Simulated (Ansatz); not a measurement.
An Ansatz (an electronic-structure program) run. Input:

Ansatz 0.2 input:
```yaml
crystal:
  lattice:
    - [3.2789021991, 0.0, 0.0]
    - [-1.6394510995, 2.8396126009, 0.0]
    - [0.0, 0.0, 5.4278997829]
  atoms:
    - { symbol: Li, position: [0.6666666667, 0.3333333333, 0.3842040073] }
    - { symbol: Li, position: [0.3333333333, 0.6666666667, 0.6157959927] }
    - { symbol: Zr, position: [0.0, 0.0, 0.0] }
    - { symbol: N, position: [0.6666666667, 0.3333333333, 0.7769829152] }
    - { symbol: N, position: [0.3333333333, 0.6666666667, 0.2230170848] }
kpoints:
  mp_grid: { grid: [8, 8, 4] }
  band_path:
    path:
      - [[0.0, 0.0, 0.0], [0.5, 0.0, 0.0], [0.3333333333, 0.3333333333, 0.0], [0.0, 0.0, 0.0], [0.0, 0.0, 0.5], [0.5, 0.0, 0.5], [0.3333333333, 0.3333333333, 0.5], [0.0, 0.0, 0.5]]  # Γ-M-K-Γ-A-L-H-A
      - [[0.5, 0.0, 0.5], [0.5, 0.0, 0.0]]  # L-M
      - [[0.3333333333, 0.3333333333, 0.5], [0.3333333333, 0.3333333333, 0.0]]  # H-K
      - [VBM, CBM]
    npoints: 8
hamiltonian:
  xc: r2scan
  pseudopotentials: { kind: paw }
magnetization: { noncollinear: true, spin_orbit: true }
scf:
  n_extra_bands: 12
  convergence: { dr2_threshold: 0.0000000001 }
  occupations: { method: gaussian, width: 0.01 }
checkpoint: { write: soc.run }
output: { eigenvalues: true }
```

Output (shortened):

```
Pseudopotential: Li, paw_fr, valence charge 3
Pseudopotential: Zr, paw_fr, valence charge 12
Pseudopotential: N, paw_fr, valence charge 5
Functional definition: r2SCAN
non-collinear run that drives no moment, with spin-orbit …
Crystal: 5 atoms, lattice volume = 50.538 Å³
Basis set: ecut = 500 eV, 1285 PW (Γ), exchange–correlation on 96×96×160 points (64 copies of the dense FFT grid, shifted against one another)
Bands: 40, of which v1, the nominal top of the filled ones, is band 28 counted from 1 (27 counted from 0)
Symmetry: 12 space group operations + 12 with time reversal
k-points: 35 of 256
Projection manifold: j_resolved (fully-relativistic pseudo-atomic orbitals)
SCF iter   1: F=—  HF=-5376.294367 eV  |F-HF|=—  |Δ(HF+E_count)|=         —  Δρ=6.47e-2  dr2=2.93e0  dr2_τ=1.18e-1  dr2_m=0.00e0 (ungated)  ethr=3.10e-3  |M|=0.00e0 ∫|m|=0.00e0 μB  |m|>n=0.0e0 m-floor=0.0e0 τ_xc=0.0e0  β_m=0.30  ⟨swp⟩=6.2  Hψ=3339  notcnv=0  defer=14
preconditioner: auto → none
SCF iter   2: F=—  HF=-5376.193296 eV  |F-HF|=—  |Δ(HF+E_count)|=   1.01e-1  Δρ=3.50e-2  dr2=3.36e-1  dr2_τ=3.30e-2  dr2_m=0.00e0 (ungated)  ethr=3.10e-3  |M|=0.00e0 ∫|m|=0.00e0 μB  |m|>n=0.0e0 m-floor=0.0e0 τ_xc=0.0e0  β_m=0.32  ⟨swp⟩=2.8  Hψ=1275  notcnv=0  defer=190
SCF iter   3: F=—  HF=-5376.343324 eV  |F-HF|=—  |Δ(HF+E_count)|=   1.50e-1  Δρ=2.26e-2  dr2=1.54e-1  dr2_τ=2.15e-3  dr2_m=0.00e0 (ungated)  ethr=1.20e-3  |M|=0.00e0 ∫|m|=0.00e0 μB  |m|>n=0.0e0 m-floor=0.0e0 τ_xc=0.0e0  β_m=0.57  ⟨swp⟩=2.0  Hψ=720  notcnv=0  defer=190
SCF iter   4: F=—  HF=-5376.433769 eV  |F-HF|=—  |Δ(HF+E_count)|=   9.04e-2  Δρ=4.21e-3  dr2=2.77e-2  dr2_τ=3.32e-4  dr2_m=0.00e0 (ungated)  ethr=5.51e-4  |M|=0.00e0 ∫|m|=0.00e0 μB  |m|>n=0.0e0 m-floor=0.0e0 τ_xc=0.0e0  β_m=0.48  ⟨swp⟩=2.1  Hψ=928  notcnv=0  defer=190
SCF iter   5: F=—  HF=-5376.427663 eV  |F-HF|=—  |Δ(HF+E_count)|=   6.11e-3  Δρ=1.38e-3  dr2=1.01e-3  dr2_τ=1.91e-5  dr2_m=0.00e0 (ungated)  ethr=9.89e-5  |M|=0.00e0 ∫|m|=0.00e0 μB  |m|>n=0.0e0 m-floor=0.0e0 τ_xc=0.0e0  β_m=0.63  ⟨swp⟩=2.0  Hψ=925  notcnv=0  defer=190
SCF iter   6: F=—  HF=-5376.427524 eV  |F-HF|=—  |Δ(HF+E_count)|=   1.39e-4  Δρ=5.28e-4  dr2=2.03e-4  dr2_τ=2.69e-6  dr2_m=0.00e0 (ungated)  ethr=3.59e-6  |M|=0.00e0 ∫|m|=0.00e0 μB  |m|>n=0.0e0 m-floor=0.0e0 τ_xc=0.0e0  β_m=0.73  ⟨swp⟩=2.0  Hψ=1006  notcnv=0  defer=190
SCF iter   7: F=—  HF=-5376.427492 eV  |F-HF|=—  |Δ(HF+E_count)|=   3.24e-5  Δρ=1.04e-4  dr2=5.53e-6  dr2_τ=6.45e-8  dr2_m=0.00e0 (ungated)  ethr=7.24e-7  |M|=0.00e0 ∫|m|=0.00e0 μB  |m|>n=0.0e0 m-floor=0.0e0 τ_xc=0.0e0  β_m=0.69  ⟨swp⟩=2.3  Hψ=871  notcnv=0  defer=190
SCF iter   8: F=—  HF=-5376.427492 eV  |F-HF|=—  |Δ(HF+E_count)|=   2.64e-7  Δρ=1.81e-5  dr2=7.22e-8  dr2_τ=3.05e-9  dr2_m=0.00e0 (ungated)  ethr=1.98e-8  |M|=0.00e0 ∫|m|=0.00e0 μB  |m|>n=0.0e0 m-floor=0.0e0 τ_xc=0.0e0  β_m=0.84  ⟨swp⟩=2.0  Hψ=880  notcnv=0  defer=190
SCF iter  11: F=-5376.427491 eV  HF=-5376.427491 eV  |F-HF|=9.09e-13  |Δ(HF+E_count)|=  1.73e-11  Δρ=3.34e-8  dr2=3.51e-13  dr2_τ=3.49e-14  dr2_m=0.00e0 (ungated)  ethr=1.00e-12  |M|=0.00e0 ∫|m|=0.00e0 μB  |m|>n=0.0e0 m-floor=0.0e0 τ_xc=0.0e0  ⟨swp⟩=8.7  Hψ=2468  notcnv=0
SCF 1 converged in 11 iterations: F = -5376.427491 eV  dr2 = 3.51e-13
NSCF: frozen V_eff on 34 k-points
NSCF: frozen V_eff on 34 k-points
NSCF: frozen V_eff on 34 k-points
NSCF: frozen V_eff on 34 k-points
NSCF: frozen V_eff on 30 k-points
NSCF: frozen V_eff on 11 k-points
NSCF: frozen V_eff on 11 k-points
NSCF: frozen V_eff on 11 k-points
NSCF: frozen V_eff on 11 k-points
NSCF: frozen V_eff on 11 k-points
NSCF: frozen V_eff on 84 k-points
SCF converged after 11 iterations
Magnetization: |M| = 0.0000 μB,  M = (+0.0000, +0.0000, +0.0000) μB
Absolute magnetization: 0.0000 μB (∫|m|)
  site 0: m = (+0.0000, +0.0000, +0.0000) μB, |m| = 0.0000 μB  (R = 0.86 Å)
  site 1: m = (+0.0000, +0.0000, +0.0000) μB, |m| = 0.0000 μB  (R = 0.86 Å)
  site 2: m = (+0.0000, +0.0000, +0.0000) μB, |m| = 0.0000 μB  (R = 0.93 Å)
  site 3: m = (+0.0000, +0.0000, +0.0000) μB, |m| = 0.0000 μB  (R = 0.86 Å)
  site 4: m = (+0.0000, +0.0000, +0.0000) μB, |m| = 0.0000 μB  (R = 0.86 Å)
Free energy (F): -5376.427491 eV
Harris-Foulkes:  -5376.427491 eV  (|F-HF|=9.09e-13)
Internal energy: -5376.427491 eV  (E = F + TS)
E sigma→0 (E₀):  -5376.427491 eV
Fermi energy:    10.504996 eV
--- Per-component energies (eV) ---
  E_band       = -260.221390
  E_kinetic    = 643.793496
  E_local      = -1316.912059  (includes V_loc(G=0)·N_el)
  E_nonlocal   = 99.327678
  E_hartree    = 427.527087
  E_xc         = -300.298442
  E_vxc        = -416.015503  (∫ρ·V_xc dr)
  E_paw        = -3265.479178  (= ΣΔE_a)
  E_vpaw       = -149.622356  (= ΣTr[D̂ρ^β])
  E_aug_tail   = -0.000158  (compensation charges beyond the density's cutoff)
  E_vtau       = 24.153346  (kinetic-family band-sum trace: ∫τ·v_τ [+ j·A + Jᵃ·Aᵃ] dr)
  E_ewald      = -1664.161717
  E_core_change = -0.224197  (= ΣΔE_core)
  E_smearing   =  0.000000  (= −TS)
  E_closure    = 0.000000  (closes the sum)
  Σ components = -5376.427491   (vs F -5376.427491, Δ=0.00e0)
  [band-id]    e_kinetic+e_local+e_nonlocal+2·e_hartree+e_vxc+e_vpaw+e_augmentation_tail+e_vtau = -260.221384   (vs E_band -260.221390, Δ=6.50e-6)
--- Band table (eV; the first three rows and the last of 35) ---
  k-point 0: bands = ["-40.1371", "-40.1371", "-36.2928", "-36.2928", "-36.1179", "-36.1179", "-18.5658", "-18.5658", "-16.9393", "-16.9393", "-16.5983", "-16.5983", "-4.8229", "-4.8229", "-3.2544", "-3.2544", "4.8448", "4.8448", "6.5865", "6.5865", "6.5994", …
  k-point 1: bands = ["-40.1370", "-40.1370", "-36.2937", "-36.2937", "-36.1172", "-36.1172", "-18.5658", "-18.5658", "-16.9393", "-16.9393", "-16.5983", "-16.5983", "-4.7836", "-4.7836", "-3.3283", "-3.3283", "5.2412", "5.2412", "6.6236", "6.6236", "6.6367", …
  k-point 2: bands = ["-40.1369", "-40.1369", "-36.2945", "-36.2945", "-36.1165", "-36.1165", "-18.5657", "-18.5657", "-16.9393", "-16.9393", "-16.5982", "-16.5982", "-4.7405", "-4.7405", "-3.4052", "-3.4052", "5.8687", "5.8687", "6.6627", "6.6627", "6.6761", …
  k-point 34: bands = ["-40.0413", "-40.0413", "-36.2094", "-36.2094", "-36.1852", "-36.1852", "-18.8009", "-18.8009", "-17.2039", "-17.2039", "-16.9786", "-16.9786", "-3.8591", "-3.8591", "-3.4912", "-3.4912", "5.8960", "5.8960", "6.2404", "6.2404", …
```

Cost: about 2.2 core-minutes (a rough figure) on shared cores.

Space group P-3m1. The workflow started from a Materials Project entry (that database holds measured and hypothetical structures alike); the Crystallography Open Database copy checked does not list it. Its standing as an ambient phase is unchecked. Symmetry was held in the r²SCAN relaxation; its stability against distortions is not shown here. The run is not spin-polarised.

Potentials: the later of the program's two PAW sets.

Ansatz is a plane-wave DFT program.
